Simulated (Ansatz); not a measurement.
P:
```
P
1.0
    5.59463     0.00000     0.00000
   -1.54149     6.07287     0.00000
    0.00000     0.00000    33.00000
P
10
Direct
  0.99977   0.00108   0.55219
  0.99977   0.00108   0.44781
  0.02378   0.66816   0.53403
  0.02378   0.66816   0.46597
  0.08336   0.22481   0.50000
  0.39886   0.63996   0.44819
  0.39886   0.63996   0.55181
  0.60805   0.97259   0.46544
  0.60805   0.97259   0.53456
  0.46837   0.43369   0.50000
```
The layer is periodic in x and y and isolated along z.

Relaxed with r²SCAN+D4. r²SCAN+D4 (plane waves, PAW; program Ansatz) gives a gap of 1.36 eV.

Problem. What gap does HSE06 give on the same cell (Ansatz, PAW)?

Solution. 1.81 eV, 0.46 eV more. The hybrid was solved on a coarser mesh and at special points; its gap is the smallest among all of these.

```json
[
 {"k": "Γ", "v1 r²SCAN+D4": "0.00", "c1 r²SCAN+D4": "2.26", "v1 HSE06": "(withheld)", "c1 HSE06": "(withheld)"},
 {"k": "Y", "v1 r²SCAN+D4": "-0.49", "c1 r²SCAN+D4": "1.80", "v1 HSE06": "(withheld)", "c1 HSE06": "(withheld)"},
 {"k": "C", "v1 r²SCAN+D4": "-1.04", "c1 r²SCAN+D4": "1.36", "v1 HSE06": "-1.08", "c1 HSE06": "1.82"},
 {"k": "H", "v1 r²SCAN+D4": "-0.86", "c1 r²SCAN+D4": "1.56", "v1 HSE06": "(withheld)", "c1 HSE06": "(withheld)"},
 {"k": "X", "v1 r²SCAN+D4": "-0.76", "c1 r²SCAN+D4": "1.53", "v1 HSE06": "(withheld)", "c1 HSE06": "(withheld)"}
]
```

Problem. Top valence (v1) and lowest conduction level (c1) in eV from each method's valence maximum (which need not be a listed point): supply the withheld HSE06 values.

Solution. 
- Y, v1 HSE06: -0.50
- Y, c1 HSE06: 2.27
- Γ, v1 HSE06: 0.00
- Γ, c1 HSE06: 2.75
- X, v1 HSE06: -0.78
- X, c1 HSE06: 2.02
- H, v1 HSE06: -0.90
- H, c1 HSE06: 2.07

Cost on shared cores: the r²SCAN+D4 run (SCF on a 6×6×1 mesh, then bands and DOS) very roughly 30 core-minutes, the HSE06 run (SCF on 4×4×1, then a few points) very roughly 40 core-minutes; the tasks are unlike.

Space group Pm. The layer was cut from a bulk entry of the Materials Project (measured or hypothetical); whether that bulk phase is the ambient one, and whether the layer has been isolated, was not checked. Symmetry was held in the r²SCAN+D4 relaxation; its stability against distortions is not shown here.

Potentials: the later of the program's two PAW sets.
